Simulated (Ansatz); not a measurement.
AlMo$_{4}$S$_{8}$:
```
AlMo4S8
1.0
    0.00000     4.79554     4.79554
    4.79554     0.00000     4.79554
    4.79554     4.79554     0.00000
Al Mo S
1 4 8
Direct
  0.25000   0.25000   0.25000
  0.85295   0.85295   0.44116
  0.44116   0.85295   0.85295
  0.85295   0.44116   0.85295
  0.85295   0.85295   0.85295
  0.61473   0.61473   0.61473
  0.15581   0.61473   0.61473
  0.61473   0.15581   0.61473
  0.61473   0.61473   0.15581
  0.11460   0.65619   0.11460
  0.11460   0.11460   0.65619
  0.65619   0.11460   0.11460
  0.11460   0.11460   0.11460
```

Relaxed with LDA. Special points in fractions of this cell's reciprocal vectors: Γ (0.000, 0.000, 0.000); X (0.500, 0.000, 0.500); U (0.625, 0.250, 0.625); K (0.375, 0.375, 0.750); L (0.500, 0.500, 0.500); W (0.500, 0.250, 0.750).

### Question
List the band energies nearest the Fermi level at these points for plane-wave PAW LDA (Ansatz code).

### Answer
In eV from the Fermi level; about four levels below and three above (degenerate sets whole), none deeper than 8.9 eV; points with the same levels are listed once.

```
k                                below                          above
-  -----------------------------------  -----------------------------
Γ  -1.19 -1.19 -1.19 -0.25 -0.25 -0.25  2.22 2.22 2.22 2.22 2.22 2.22
X              -1.76 -0.95 -0.80 -0.64                 0.06 0.06 1.29
U              -0.99 -0.91 -0.48 -0.06                 0.01 1.59 1.72
L        -1.09 -1.09 -0.18 -0.18 -0.11                 1.63 1.94 1.94
W              -1.04 -0.89 -0.46 -0.11                 0.02 1.74 1.83
```

Space group F-43m. The first step of the workflow began from a Materials Project structure, measured or hypothetical; the Crystallography Open Database files this formula in space group No. 216, but the cells were not matched. Its standing as an ambient phase is unchecked. The cell was relaxed with LDA under the symmetry of its start; of distortions, only those at the zone centre were tested. No spin polarisation was allowed. With an odd number of electrons in the cell and no spin polarisation, the count alone makes it a metal. Scalar-relativistic: spin–orbit coupling is off unless named, which matters more the heavier the elements.

Potentials: the later of the program's two PAW sets.
